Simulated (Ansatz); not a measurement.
Moving the functional in Hf2Pd2Se2Br2O3

```yaml
crystal:
  lattice:
    - [-1.89227, 2.67212, 12.28423]
    - [1.89227, -2.67212, 12.28423]
    - [1.89227, 2.67212, -12.28423]
  atoms:
    - { symbol: Hf, position: [0.92095, 0.92095, 0.00000] }
    - { symbol: Hf, position: [0.07905, 0.07905, 0.00000] }
    - { symbol: Pd, position: [0.68332, 0.68332, 0.00000] }
    - { symbol: Pd, position: [0.31668, 0.31668, 0.00000] }
    - { symbol: Se, position: [0.61777, 0.11777, 0.50000] }
    - { symbol: Se, position: [0.38223, 0.88223, 0.50000] }
    - { symbol: Br, position: [0.78660, 0.78660, 0.00000] }
    - { symbol: Br, position: [0.21340, 0.21340, 0.00000] }
    - { symbol: O, position: [0.90121, 0.40121, 0.50000] }
    - { symbol: O, position: [0.09879, 0.59879, 0.50000] }
    - { symbol: O, position: [0.00000, 0.00000, 0.00000] }
```

The cell comes from a database or a generator and needn't be the stable form of this composition.

Kept alike: task band structure; k mesh 9 × 9 × 9; occupations fermi-dirac, width 0.05 eV; no spin polarisation. Program: Ansatz, Ansatz PAW. Cutoffs run from 420 to 500 eV. The mesh is that of the run's cell of 11 atoms. No spin-orbit coupling.

| functional | pressure (GPa) |
| --- | --- |
| PBE | 0.00 |
| PBEsol | -3.58 |
| RPBE | 2.42 |
| r2SCAN | -2.02 |
| revPBE | 1.78 |

Pressure is positive in compression, with a Pulay correction for the finite cutoff. For a metal such a mesh leaves the last digits unconverged. All rows use potentials made for PBE.

The pressure runs from -3.58 (PBEsol) to 2.42 GPa (RPBE). From PBE: PBEsol -3.58; RPBE +2.42; r2SCAN -2.02; revPBE +1.78. A positive pressure means that the functional's own cell is larger than the one given, a negative one that it is smaller.
